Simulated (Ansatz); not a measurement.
Consider the following.

PbSe:
```
PbSe
1.0
    0.00000     3.10892     3.10892
    3.10892     0.00000     3.10892
    3.10892     3.10892     0.00000
Pb Se
1 1
Direct
  0.00000   0.00000   0.00000
  0.50000   0.50000   0.50000
```

This is the PBE-relaxed structure.

All from plane-wave PAW PBE (Ansatz code), unless another level is named. Predict the formation energy from the elements (no fitted shifts).

-0.56 eV/atom.

What about the band gap?

0.43 eV (direct).

Predict the valence-band maximum.

at L.

Space group Fm-3m (rock salt). The cell was relaxed with PBE under the symmetry of its start. The references are the lowest solids computed at this level, not always the standard phases. Spin–orbit coupling is left out wherever it is not named.

Potentials: the later of the program's two PAW sets.
